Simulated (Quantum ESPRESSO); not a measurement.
```
KTaO3
1.0
    3.98830     0.00000     0.00000
    0.00000     3.98830     0.00000
    0.00000     0.00000     3.98830
K O Ta
1 3 1
Direct
  0.50000   0.50000   0.50000
  0.50000   0.00000   0.00000
  0.00000   0.50000   0.00000
  0.00000   0.00000   0.50000
  0.00000   0.00000   0.00000
```
The cell was made here from an entry of the Crystallography Open Database (unchecked): atoms relaxed with PBE in the measured cell (PBE without dispersion, pw.x of a modified build of Quantum ESPRESSO, symmetry kept).  Stability against distortions was not tested. The run has no spin polarisation.

A lattice sum over point charges, one formal value an element (K +1, Ta +5, O -2), with no Sternheimer factor, costs far less than a self-consistent run. Taken along the main axis of each site's self-consistent tensor, it gives:

```json
[
 {"site": "O (atoms 2, 3, 4)", "V along that axis, point charges (a.u.)": "0.291"}
]
```

Question: How do the values of the PAW reconstruction of the field gradient on a scalar-relativistic PBE ground state (Quantum ESPRESSO, JTH datasets) compare?

Answer: 
```json
[
 {"site": "O", "Vzz, PAW (a.u.)": "0.212", "PAW over point charges": "0.7"}
]
```
  Cores are frozen. Against all-electron runs on small test molecules, this scheme's |Vzz| missed by −2 to +6 % on O.
